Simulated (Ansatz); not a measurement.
A geometry of TiC away from equilibrium: step 3 of the relaxation of a relaxed TiC cell displaced along its unstable phonon at q = (½, ½, 0) of its primitive reciprocal cell (410i cm⁻¹), largest move 0.15 Å. Calculation: PBEsol (plane waves to 420 eV, PAW, scalar-relativistic; Ansatz, a first-principles code). Γ-centred k-mesh 11×11×13 on the run's cell (coarser than for final values), Fermi–Dirac smearing 0.05 eV.

```
CELL_PARAMETERS angstrom
      5.65412     0.00000     0.00000
      2.82706     2.82706     0.00000
      0.00000     0.00000     2.41794
ATOMIC_POSITIONS crystal
  C  0.00000 0.50000 0.38728
  C  0.50000 0.50000 0.61272
  Ti 0.00000 0.00000 0.00000
  Ti 0.50000 0.00000 0.00000
```

Task: What forces act on the atoms (eV/Å)?

Result: 
```csv
atom,Fx,Fy,Fz
C1,0.00,0.00,-0.71
C2,0.00,0.00,0.71
Ti3,0.00,0.00,0.00
Ti4,0.00,0.00,0.00
```

Task: What is the pressure?

Result: 0.0 GPa, compression positive.

Task: How far above the relaxed end point is this geometry?

Result: 0.06 eV/atom; the path ends in P4/nmm (No. 129).

No spin polarisation in the result.

The run could not lose the symmetry of its start: the end is stationary, and may be a saddle point rather than a minimum.

The end of the path is a generated cell of TiC: the first start was made by placing the elements on the sites of a structure type, and the end was not matched to a known phase here, so it may be hypothetical. Known forms of TiC include space group No. 225.
